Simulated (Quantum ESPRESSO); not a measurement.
# Computed NMR tensors in Sr₂TiSnO₆

```
SnSr2TiO6
1.0
    0.00000     4.02927     4.02927
    4.02927     0.00000     4.02927
    4.02927     4.02927     0.00000
Sr Ti Sn O
2 1 1 6
Direct
  0.25000   0.25000   0.25000
  0.75000   0.75000   0.75000
  0.50000   0.50000   0.50000
  0.00000   0.00000   0.00000
  0.74411   0.25589   0.25589
  0.25589   0.74411   0.74411
  0.25589   0.74411   0.25589
  0.74411   0.25589   0.74411
  0.25589   0.25589   0.74411
  0.74411   0.74411   0.25589
```
Geometry: a computed entry of the Materials Project; it was not checked against measured cells. It is Sr2TiSnO6 in Fm-3m; whether this form has been observed was not checked. Stability against distortions was not tested. The run has no spin polarisation.

These are absolute shieldings with no macroscopic susceptibility term; δ = σ_ref − σ needs a reference computed alike. By our sweeps, such settings leave a few ppm in absolute σ on light atoms and up to some 20 ppm from Zn on. No spin–orbit coupling; Sn is the heaviest element present. Static lattice: thermal averaging is not included.

Ω = σ33 − σ11 of the symmetric part; where symmetry doesn't make it nil, it is less certain than σ_iso.

### Question
What do the calculations give at each independent site (shieldings by PBE GIPAW on JTH datasets (Quantum ESPRESSO, modified build), 22.5 Ha, k-mesh 4×4×4 shifted, f-sum rule met within 0.003 %)?

### Answer
```csv
site,site symmetry,σ_iso (ppm),span Ω (ppm)
"Sr (atoms 1, 2)",-43m,2971,0
Ti (atom 3),m-3m,-174,0
Sn (atom 4),m-3m,3037,0
"O (atoms 5, 6, 7, 8, 9, 10)",4mm,-84,210
```
